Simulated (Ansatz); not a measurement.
According to DFT-PBEsol in the program Ansatz with PAW potentials, Os in the bcc (W type) structure (Im-3m) relaxes to a = 3.062 Å.

Electronic character: metallic (no gap). Gap from PBEsol with spin–orbit coupling: none (metallic).

An equation-of-state fit gives a bulk modulus of 383 GPa. The relaxed-ion elastic constants in GPa are C11 = 15.8, C12 = 568, C44 = 259.

The start of the workflow was typed in or built on a structure type; neither database checked (COD, Materials Project) lists it. It is not the phase usual at ambient conditions (space group No. 194). Symmetry was held in the PBEsol relaxation. At this level the phase is mechanically unstable. No spin polarisation was allowed. As this level gives no gap, shear constants depend on the k-mesh and smearing (Fermi–Dirac, 0.1 eV here). Scalar-relativistic: spin–orbit coupling is off unless named, which matters more the heavier the elements.

Potentials: the later of the program's two PAW sets.
